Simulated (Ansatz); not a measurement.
Geometry optimisation in Ansatz: input, command and trajectory.

```yaml
crystal:
  lattice:
    - [5.2984961796, 0.0, 0.0]
    - [-2.6492480898, 4.5886322934, 0.0]
    - [0.0, 0.0, 7.0551779651]
  atoms:
    - { symbol: Ba, position: [0.0, 0.0, 0.5] }
    - { symbol: Sn, position: [0.6666666667, 0.3333333333, 0.7939945416] }
    - { symbol: Sn, position: [0.0, 0.0, 0.0] }
    - { symbol: Sn, position: [0.6666666667, 0.3333333333, 0.2060054584] }
    - { symbol: Sn, position: [0.3333333333, 0.6666666667, 0.2060054584] }
    - { symbol: Sn, position: [0.3333333333, 0.6666666667, 0.7939945416] }
basis:
  ecutwfc: 500
kpoints:
  mp_grid: { grid: [9, 9, 6] }
hamiltonian:
  xc: r2scan
scf:
  occupations: { method: gaussian, width: 0.1 }
output:
  forces: true
  stress: true
  eigenvalues: true
relax:
  adjacent_minimum: "off"
  f_tol: 0.01
  max_steps: 30
  cell: { stress_tol: 0.1, fix: [volume] }
```

```bash
ansatz run input.yaml --threads 1 --pin off --max-ram 2560MiB --backend cpu --events-out ev --progress --plain --runs-dir out
```

All numbers below come from DFT r2SCAN, scalar-relativistic, plane waves, PAW in Ansatz 0.2.0.

The volume is held at 0.94 times that of the relaxed cell.

Of 4 frames 3 are shown, positions in Å and forces in eV/Å; the SCF threshold varies from step to step. Steps run on the plane waves of an earlier cell, with a Pulay correction in the pressure. The basis is chosen afresh for the last frame, the zero of the energies, and at times for earlier ones too; energy and pressure step there, also at an unchanged geometry.

```xyz
6
Lattice="5.2985 0.0000 0.0000 -2.6492 4.5886 0.0000 0.0000 0.0000 7.0552" Properties=species:S:1:pos:R:3:forces:R:3 pbc="T T T" step=1 free_energy_over_end_meV_per_atom=0.71 pressure_GPa=3.00
Ba    0.0000    0.0000    3.5276    0.0000    0.0000    0.0000
Sn    2.6492    1.5295    5.6018    0.0000    0.0000   -0.1113
Sn    0.0000    0.0000    0.0000    0.0000    0.0000    0.0000
Sn    2.6492    1.5295    1.4534    0.0000    0.0000    0.1113
Sn    0.0000    3.0591    1.4534    0.0000    0.0000    0.1113
Sn    0.0000    3.0591    5.6018    0.0000    0.0000   -0.1113
6
Lattice="5.3131 0.0000 0.0000 -2.6566 4.6013 0.0000 0.0000 0.0000 7.0164" Properties=species:S:1:pos:R:3:forces:R:3 pbc="T T T" step=2 free_energy_over_end_meV_per_atom=0.23 pressure_GPa=2.59
Ba    0.0000    0.0000    3.5082    0.0000    0.0000    0.0000
Sn    2.6566    1.5338    5.5422    0.0000    0.0000    0.0718
Sn    0.0000    0.0000    0.0000    0.0000    0.0000    0.0000
Sn    2.6566    1.5338    1.4742    0.0000    0.0000   -0.0718
Sn    0.0000    3.0675    1.4742    0.0000    0.0000   -0.0718
Sn    0.0000    3.0675    5.5422    0.0000    0.0000    0.0718
6
Lattice="5.3110 0.0000 0.0000 -2.6555 4.5995 0.0000 0.0000 0.0000 7.0219" Properties=species:S:1:pos:R:3:forces:R:3 pbc="T T T" step=4 free_energy_over_end_meV_per_atom=0.00 pressure_GPa=2.72
Ba    0.0000    0.0000    3.5110    0.0000    0.0000    0.0000
Sn    2.6555    1.5332    5.5563    0.0000    0.0000    0.0035
Sn    0.0000    0.0000    0.0000    0.0000    0.0000    0.0000
Sn    2.6555    1.5332    1.4656    0.0000    0.0000   -0.0035
Sn    0.0000    3.0663    1.4656    0.0000    0.0000   -0.0035
Sn    0.0000    3.0663    5.5563    0.0000    0.0000    0.0035
```

The run took 4.1 min on 1 thread of Arm Neoverse V1 (shared host), peak memory 0.99 GiB.